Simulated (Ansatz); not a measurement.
SiGeC2:
```yaml
crystal:
  lattice:
    - [3.15585, 0.00000, 0.00000]
    - [0.00000, 3.15585, 0.00000]
    - [0.00000, 0.00000, 4.45331]
  atoms:
    - { symbol: Ge, position: [0.50000, 0.50000, 0.50000] }
    - { symbol: Si, position: [0.00000, 0.00000, 0.00000] }
    - { symbol: C, position: [0.50000, 0.00000, 0.76366] }
    - { symbol: C, position: [0.00000, 0.50000, 0.23634] }
```

Relaxed with PBEsol. Independent-particle spectrum: no excitons, no local fields, no scissors shift; 0.1 eV broadening; ε₁ of the summed bands alone.

Problem. Tabulate the dielectric function from PBEsol (plane waves, PAW; program Ansatz).

Solution. 

```csv
E (eV),ε₁ xx,ε₂ xx,ε₁ zz,ε₂ zz
0.0,7.78,0.00,7.87,0.00
0.3,7.79,0.00,7.88,0.00
0.6,7.83,0.00,7.93,0.00
0.9,7.91,0.00,8.00,0.00
1.2,8.02,0.00,8.11,0.00
1.5,8.18,0.00,8.25,0.00
1.8,8.42,0.03,8.46,0.01
2.1,8.66,0.14,8.73,0.05
2.4,8.85,0.29,8.96,0.16
2.7,9.03,0.33,9.22,0.20
3.0,9.33,0.32,9.57,0.20
3.3,9.76,0.29,10.04,0.20
3.6,10.37,0.29,10.67,0.19
3.9,11.11,0.32,11.52,0.20
4.2,12.15,0.34,12.67,0.24
4.5,13.73,0.37,14.42,0.28
4.8,16.67,0.98,17.95,0.89
5.1,20.20,3.56,21.68,4.61
5.4,23.33,11.09,24.83,12.16
5.7,20.05,17.06,20.89,20.33
6.0,15.09,24.54,12.41,27.25
6.3,5.92,25.00,4.03,25.47
6.6,-1.56,22.62,-2.42,23.00
6.9,-4.45,15.72,-5.72,16.36
7.2,-2.61,11.66,-4.01,11.55
7.5,-1.06,11.44,-2.89,10.86
7.8,-1.45,12.48,-1.44,10.56
8.1,-3.34,11.89,-3.76,11.07
8.4,-4.43,11.04,-4.39,10.06
8.7,-5.29,9.01,-4.89,8.66
9.0,-5.11,7.65,-5.07,7.22
9.3,-4.89,6.72,-4.80,6.31
9.6,-5.02,5.90,-4.80,5.46
9.9,-4.62,4.92,-4.33,4.56
10.2,-4.55,4.39,-4.01,4.27
10.5,-4.29,3.68,-3.97,3.81
10.8,-3.81,3.08,-3.66,3.20
11.1,-3.40,2.86,-3.34,2.97
11.4,-3.26,2.53,-3.23,2.64
11.7,-2.87,2.36,-2.86,2.33
12.0,-2.76,2.13,-2.74,2.14
```

With all bands, ε∞ without local fields is 7.86 (xx = yy), 7.95 (zz). DFPT, with local fields, gives 7.58 (xx = yy), 7.64 (zz).

Space group P-4m2. The start of the workflow was typed in or built on a structure type; neither database checked (COD, Materials Project) lists it. Its standing as an ambient phase is unchecked. The PBEsol relaxation kept the symmetry of its start; whether a distortion lowers the energy is not shown. Spin–orbit coupling is left out wherever it is not named.

Potentials: the later of the program's two PAW sets.
